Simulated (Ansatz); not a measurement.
MnGe$_{2}$ (MoSi2 or CaC2 type, I4/mmm) under volume change, DFT-PBE in the program Ansatz with PAW potentials, shape and atoms relaxed at each volume.

| V (Å³/atom) | E − E(relaxed) (meV/atom) | P (GPa) |
|---|---|---|
| 13.323 | 34.4 | 9.48 |
| 13.762 | 14.1 | 5.50 |
| 14.201 | 3.4 | 2.38 |
| 14.641 | 0.0 | 0.19 |
| 15.080 | 2.6 | -2.01 |
| 15.519 | 10.6 | -3.75 |
| 15.958 | 22.8 | -5.18 |

Question: What does a third-order Birch–Murnaghan fit give for V₀, B₀ and B′?

Answer: V₀ = 14.64 Å³/atom, B₀ = 76.0 GPa, B′ = 5.7.

A made-up cell: these elements were put on the sites of a structure type; neither database checked (COD, Materials Project) lists it. Its standing as an ambient phase is unchecked. The cell keeps a stress of up to 0.3 GPa. Symmetry was held in the PBE relaxation, as lowered by the spin order; whether a distortion lowers the energy is not shown. Magnetic state: antiferromagnetic, chosen from 4 collinear starts compared on coarse meshes (ties went to the first, and starts can fall back to one state), not a proven ground state.

Potentials: the later of the program's two PAW sets.
